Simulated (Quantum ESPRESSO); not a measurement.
## NbAg2Hf4Zn (a guest atom moved from site to site)

Simulated, not a measurement. The program is pw.x of Quantum ESPRESSO 7.5 (plane-wave density functional theory). The cell is made up: eight metal atoms on a face-centred cubic lattice, with elements, volume, strain and displacements drawn at random and not relaxed, so it may be unstable or far from any real phase. PseudoDojo standard norm-conserving files set the functional (PBE unless stated); there is no spin polarisation or spin-orbit coupling, the Fermi-Dirac width of 0.25 eV means electrons at about 2900 K, and the masses in the input are unused placeholders. Heavy elements are run without spin-orbit coupling, which real alloys of them have. A spin test at this wide smearing found no moment, but such smearing suppresses magnetism that the real alloy may have.

The runs move one Nb atom among sites that otherwise hold Hf. Cell, positions, cutoff, mesh and smearing stay as in the input of run 1; sites are counted in its order. Stress in the tables is positive in tension.

Input of run 1:

```
&control calculation='scf', pseudo_dir='./dojo.nc.sr.pbe.v0_5.standard.upf', outdir='./o', disk_io='minimal', tprnfor=.true., tstress=.true. /
&system ibrav=0, nat=8, ntyp=4, nbnd=74, ecutwfc=84.00895049, nosym=.true., tot_charge=0,
 occupations='smearing', smearing='fd', degauss=0.0183746611
/
&electrons conv_thr=1.470e-08, electron_maxstep=70, mixing_beta=0.5 /
ATOMIC_SPECIES
Ag 1.0 Ag.upf
Hf 1.0 Hf.upf
Nb 1.0 Nb.upf
Zn 1.0 Zn.upf
CELL_PARAMETERS angstrom
0.0214 -0.0057 -4.3973
4.3314 -0.0406 -0.0214
0.0812 -8.6602 -0.0115
ATOMIC_POSITIONS angstrom
Nb 0.0858 0.0986 -0.1063
Ag 0.0698 -4.3791 0.0359
Ag 2.0209 -2.2653 -0.0001
Hf 2.2844 -6.4601 0.0864
Zn 0.1488 -2.0585 -2.3479
Hf -0.0073 -6.5574 -2.1367
Hf 2.1269 0.0487 -2.3587
Hf 2.1968 -4.4273 -2.2172
K_POINTS automatic
5 5 3 1 1 1
```

| run | elements on sites 1 to 8 | free energy less that of run 1 (eV) | -TS (eV) | pressure (GPa) | stress xx (GPa) | stress yy (GPa) | stress zz (GPa) | stress yz (GPa) | stress xz (GPa) | stress xy (GPa) | iterations |
| --- | --- | --- | --- | --- | --- | --- | --- | --- | --- | --- | --- |
| 1 | Nb Ag Ag Hf Zn Hf Hf Hf | 0.000 | -1.580 | -0.07 | 1.20 | -1.24 | 0.24 | 0.70 | -0.23 | -1.15 | 15 |
| 2 | Hf Ag Ag Hf Zn Nb Hf Hf | -0.343 | -1.537 | -0.68 | 2.51 | 0.18 | -0.66 | 0.77 | -0.24 | -1.09 | 16 |
| 3 | Hf Ag Ag Hf Zn Hf Nb Hf | -0.007 | -1.570 | -0.23 | 2.34 | -1.42 | -0.21 | 0.69 | -0.36 | -0.91 | 14 |
| 4 | Hf Ag Ag Hf Zn Hf Hf Nb | 0.258 | -1.554 | 0.21 | 0.06 | 0.45 | -1.13 | 1.95 | -0.52 | -1.50 | 16 |

Forces Fx Fy Fz (eV/Å):

| site | run 1 | run 2 | run 3 | run 4 |
| --- | --- | --- | --- | --- |
| 1 | -0.67 -1.02 0.10 | -1.02 -1.25 -0.01 | -0.73 -2.09 0.34 | -1.08 -1.64 0.41 |
| 2 | -0.14 0.53 -0.07 | -0.14 0.42 -0.08 | -0.14 0.49 -0.08 | -0.14 0.47 -0.07 |
| 3 | 0.45 0.19 -0.24 | 0.48 0.08 -0.25 | 0.47 0.18 -0.21 | 0.47 -0.01 -0.24 |
| 4 | -0.66 -0.32 -1.16 | -0.37 0.03 -1.07 | -0.60 -0.36 -0.80 | -0.67 0.59 -1.10 |
| 5 | -0.39 -0.33 0.12 | -0.39 -0.46 0.13 | -0.32 -0.30 0.13 | -0.37 -0.68 0.14 |
| 6 | 0.93 0.53 0.02 | 0.62 0.60 -0.18 | 0.80 0.51 -0.33 | 1.07 1.54 -0.44 |
| 7 | 0.40 -1.37 0.82 | 0.76 -0.66 1.00 | 0.44 -0.39 0.59 | 0.65 -1.10 1.03 |
| 8 | 0.08 1.80 0.41 | 0.05 1.25 0.45 | 0.08 1.96 0.38 | 0.07 0.83 0.27 |

The sites are displaced and not relaxed, so the energy differences mix bonding between neighbours with strain and are not ordering energies. A rerun of one cell of this series at a higher cutoff and on a denser mesh moved values by no more than 0.004 eV in energy, 0.04 GPa in stress and 0.013 eV/Å in force, and a second program with other atomic files agreed on that cell to 2 % rms in force and 0.5 GPa in pressure.